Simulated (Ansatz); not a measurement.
Crystals of one structure type (Cu3Au type) and one family of elements, relaxed and computed with the program Ansatz at the LDA level (PAW).

```csv
crystal,V (Å³/atom),"highest Γ mode, no LO–TO term (cm⁻¹)"
ScPd3,14.85,?
ScPt3,15.08,239
YPd3,16.19,198
YPt3,16.39,209
LaPt3,17.71,173
```

**Question.** Fit a straight line to ln ω against ln V and predict the withheld value.

**Answer.** Least squares on the 4 shown rows: ln ω = -1.97 × ln V + (10.816), with a scatter of 2.8 %. For ScPd3 this gives 245. The run itself gave 223, a miss of 9.9 % of that, well beyond the scatter: the line misses something about this case.

Standing as an ambient phase not checked: ScPd3, Cu3Au type; ScPt3, Cu3Au type; YPd3, Cu3Au type; YPt3, Cu3Au type; LaPt3, Cu3Au type. All cells were relaxed under the symmetry of their starts (and spin orders); stability against distortions was not tested throughout. Rows with no word on spin ran without spin polarisation. Spin–orbit coupling is left out wherever it is not named.

Potentials: the later of the program's two PAW sets.
